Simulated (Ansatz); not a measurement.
# Kick test of a cell of TiGe₈Mo₃

It was reached by relaxing an invented guess, and it needn't be the stable form of this composition.

Theory: DFT PBE, scalar-relativistic, plane waves, PAW in Ansatz 0.2.0. Cutoff 420 eV; k points 12×6×6 on the computed 12-atom cell (Γ-centred); Gaussian smearing, width 0.10 eV; no spin polarisation.

The cell below (12 atoms, space group Pmmm (No. 47)) is relaxed within its symmetry.

```
Ti Ge Mo
1.0
     3.33526    0.00000    0.00000
     0.00000    6.69621    0.00000
     0.00000    0.00000    8.36742
Ti Ge Mo
1 8 3
Direct
  0.50000 0.50000 0.50000
  0.00000 0.75233 0.66249
  0.50000 0.00000 0.16229
  0.00000 0.24767 0.66249
  0.50000 0.50000 0.16033
  0.00000 0.75233 0.33751
  0.50000 0.00000 0.83771
  0.00000 0.24767 0.33751
  0.50000 0.50000 0.83967
  0.00000 0.75236 0.00000
  0.50000 0.00000 0.50000
  0.00000 0.24764 0.00000
```

For the test it was strained at random (σ = 1.5 % a component), the atoms were moved at random (σ = 0.10 Å), and all was relaxed again on a coarse 6×4×4 mesh (in the run’s order of axes) with 0.20 eV smearing, with no symmetry imposed.

**Question.** Does it come back?

**Answer.** It returns, within 1 meV/atom of the unmoved cell on that mesh and with the same symmetry when read at 0.1 Å. So it is stable against the distortions that fit this cell and that this random move excites. Modes that don't fit the cell aren't tested.
